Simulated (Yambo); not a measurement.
Yambo run on LiF (rock salt, space group Fm-3m, No. 225). The wavefunctions are norm-conserving PBEsol (Quantum ESPRESSO, 84 Ry, no spin-orbit coupling) ones on a 8×8×8 mesh (5 occupied bands); a = 2.829 Å, b = 2.829 Å, c = 2.829 Å, α = 60.00°, β = 60.00°, γ = 60.00°.

Yambo input:

```
rim_cut
gw0
dyson
el_el_corr
HF_and_locXC
mpa
em1d
RandQpts= 1000000
RandGvec= 1 Ry
EXXRLvcs= 84 Ry
VXCRLvcs= 336 Ry
Chimod= "HARTREE"
% BndsRnXm
 2 | 65 |
%
NGsBlkXm= 14 Ry
% LongDrXm
 1.0 | 1.0 | 1.0 |
%
EnSampXm= "2l"
EnGridXm= "lP"
% EnRngeXm
 0.0 | 40.0 | eV
%
% ImRngeXm
 2.72114 | 27.21138 | eV
%
% DmRngeXm
 0.02721 | 2.72114 | eV
%
ETStpsXm= 8
IntSolXm= "PT"
% GbndRnge
 1 | 65 |
%
GTermKind= "none"
DysSolver= "n"
ExtendOut
% QPkrange
 1 | 1 | 5 | 6 |
%
```

k points by index: 1 = Γ.

Resulting energies as the program prints them:

```
#    K-point    Band    Eo [eV]    E [eV]    E-Eo [eV]    Vxc [eV]    Vnlxc [eV]    Sc|Eo [eV]    Sc|E [eV]    dSc/dw|Eo [eV]    Re(Z)    Im(Z)
#
    1    5    0.000000    -2.430084    -2.430084    -22.80788    -30.75434    4.883614    5.516377    -7.051171    0.793921    -0.014941
    1    6    9.120950    10.98314    1.862193    -11.87739    -6.808954    -2.948684    -3.206247    -3.764966    0.878456    -0.936085E-3
```
(The two width columns are left out.) Convergence of these settings isn't established.

Geometry relaxed with PBEsol.
